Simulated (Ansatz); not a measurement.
Relaxed candidate structures of InSe:

**A**
```
InSe
1.0
    8.27336     0.00000     0.00000
    0.00000     8.27336     0.00000
    0.00000     0.00000     4.05210
In Se
4 4
Direct
  0.38201   0.61799   0.00000
  0.88201   0.88201   0.50000
  0.11799   0.11799   0.50000
  0.61799   0.38201   0.00000
  0.25500   0.25500   0.00000
  0.75500   0.24500   0.50000
  0.24500   0.75500   0.50000
  0.74500   0.74500   0.00000
```
Spin order: non-magnetic.

**B**
```xyz
8
Lattice="6.8464 0.0000 0.0000 -3.4232 5.9292 0.0000 0.0000 0.0000 6.4305" Properties=species:S:1:pos:R:3 pbc="T T T"
In     0.0000     3.9528     3.2152
In     3.4232     1.9764     3.2152
In     0.0000     3.9528     0.0000
In     3.4232     1.9764     0.0000
Se     4.9722     0.0000     0.0000
Se    -2.4861     4.3061     0.0000
Se     0.9371     1.6231     0.0000
Se     0.0000     0.0000     3.2152
```
Spin order: ferromagnetic.

**C**
```cif
data_In3Se3
_chemical_formula_sum 'In3 Se3'
_space_group_name_H-M_alt 'P 1'
_space_group_IT_number 1
_cell_length_a 7.47999
_cell_length_b 7.47999
_cell_length_c 7.47999
_cell_angle_alpha 139.909
_cell_angle_beta 139.909
_cell_angle_gamma 57.991
loop_
_space_group_symop_operation_xyz
  'x, y, z'
loop_
_atom_site_label
_atom_site_type_symbol
_atom_site_fract_x
_atom_site_fract_y
_atom_site_fract_z
_atom_site_occupancy
In1 In 0.33761 0.33761 0.00000 1
In2 In 0.56812 0.56812 0.00000 1
In3 In 0.05653 0.05653 0.00000 1
Se1 Se 0.14289 0.64289 0.50000 1
Se2 Se 0.64289 0.14289 0.50000 1
Se3 Se 0.86620 0.86620 0.00000 1
```
Spin order: non-magnetic.

Problem. Put the candidates in order of energy per atom, lowest first, for r2SCAN (plane waves to 500 eV, PAW, scalar-relativistic; Ansatz, an electronic-structure program).

Solution. A (reference), C (+0.17 eV/atom), B (+0.54 eV/atom)

The lowest structure calculated, P6₃/mmc, hP8, non-magnetic, is not among these; it lies 0.19 eV/atom below the lowest of them.  1 generated cell of layers, chains or molecules, poorly bound without dispersion, is left out. Each run could gain symmetry but not lose that of its start, so entries can be saddle points. All of these are generated cells (placed on structure types, drawn at random, substituted or restacked) that were not matched to a known phase here. Each structure is listed in the lowest spin state found for it. Energies are at zero temperature and pressure, without zero-point motion. Spin states reached: non-magnetic, ferromagnetic; non-magnetic ones ran without spin or lost their moments; spin orders were not searched systematically.
